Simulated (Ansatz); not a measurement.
# Structure relaxation, WS₂

The start is a generated cell, WS2 built in the marcasite structure type. The cell and all atomic positions are relaxed at zero pressure with r2SCAN (plane waves to 500 eV, PAW, scalar-relativistic; Ansatz, a quantum-chemistry and plane-wave program). The first steps use a coarse 5×4×6 k-mesh.

The start:
```
CELL_PARAMETERS angstrom
      4.90014     0.00000     0.00000
      0.00000     5.98058     0.00000
      0.00000     0.00000     3.73348
ATOMIC_POSITIONS crystal
  W  0.00000 0.00000 0.00000
  W  0.50000 0.50000 0.50000
  S  0.20040 0.37870 0.00000
  S  0.70040 0.12130 0.50000
  S  0.29960 0.87870 0.50000
  S  0.79960 0.62130 0.00000
```

```json
{
  "largest_initial_force": "about 1.4 eV/Å, on S3, S4, S5, S6 (atoms numbered as listed)",
  "outcome": "The space group stays Pnnm (No. 58) (the run could not lower it); the end is AFLOW prototype AB2_oP6_58_a_g (as in Fe2C), with 6 atoms in the primitive cell",
  "energy_released": "0.32 eV/atom",
  "band_gap_at_the_end": "no gap (metallic)",
  "optimiser_moves": "16"
}
```

Final values are on a 9×8×15 k-mesh of the relaxed cell. No spin polarisation in the result.

The run could not lose the symmetry of its start; a randomly shaken copy of 12 atoms returns to this structure.

The relaxed structure here is a generated cell of WS2: the first start was made by placing the elements on the sites of a structure type, and the end was not matched to a known phase here, so it may be hypothetical. Known forms of WS2 include space group No. 194.
